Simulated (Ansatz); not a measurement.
G0W0 run on BAs (F-43m)

Computed with G0W0@PBE, full frequency by contour deformation, soft PAW set, first generation in Ansatz 0.2.0-dev.

The input was:

```json
{
 "crystal": {
  "lattice": [
   [
    0.0,
    2.3885,
    2.3885
   ],
   [
    2.3885,
    0.0,
    2.3885
   ],
   [
    2.3885,
    2.3885,
    0.0
   ]
  ],
  "atoms": [
   {
    "symbol": "B",
    "position": [
     0,
     0,
     0
    ]
   },
   {
    "symbol": "As",
    "position": [
     0.25,
     0.25,
     0.25
    ]
   }
  ]
 },
 "kpoints": {
  "mp_grid": {
   "grid": [
    6,
    6,
    6
   ],
   "shift": [
    0,
    0,
    0
   ]
  }
 },
 "hamiltonian": {
  "xc": "pbe",
  "pseudopotentials": {
   "kind": "paw"
  }
 },
 "scf": {
  "occupations": {
   "method": "fixed"
  }
 },
 "output": {
  "forces": false,
  "stress": false
 },
 "gw": {
  "n_empty_bands": 191,
  "ecut_chi": 143.3,
  "qp_bands": [
   "v1",
   "c1"
  ],
  "qp_kpoints": [
   [
    0,
    0,
    0
   ],
   [
    0,
    0.5,
    0.5
   ],
   [
    0,
    0,
    0.5
   ]
  ],
  "screening": {
   "model": "contour_deformation"
  }
 }
}
```

The input is rewritten from the run's settings (development build, wave cutoff 420 eV).

Linearised quasiparticle energies, zero at the top filled Kohn-Sham level among these points. VB is the top filled band, CB the lowest empty one. A question mark flags a row in doubt, often one that sits on a pole of the self-energy, where Z and the linearised level mean nothing. A dash marks a part that wasn't solved. The wave cutoff came out at 420 eV.

| k | band | ε_KS (eV) | Σx − Vxc (eV) | Σc (eV) | Z | ε_QP (eV) |
| --- | --- | --- | --- | --- | --- | --- |
| Γ | VB | 0.00 | -1.38 | 0.63 | 0.79 | -0.59 |
| Γ | CB | 3.28 | 4.66 | – | – | –? |
| L | VB | -1.82 | -2.19 | – | – | –? |
| L | CB | 2.69 | 4.81 | -4.56 | 0.79 | 2.89 |
| X | VB | -4.08 | -3.12 | – | – | –? |
| X | CB | 1.44 | 4.09 | -4.13 | 0.80 | 1.41 |

The gap (from Γ to X) opens from 1.44 eV to 2.00 eV.

Electronic (ion-clamped) dielectric constant on this mesh, from the head of the inverse dielectric matrix: 10.6.

Soft PAW datasets can miss an all-electron G0W0 gap by more than 5 %. Spin-orbit coupling is left out. Band sums or response are cut, so the gap isn't at its basis limit. The gap is read among the points solved; the crystal's band edges can lie elsewhere. Meshes this coarse can overestimate the dielectric constant by a tenth and more.
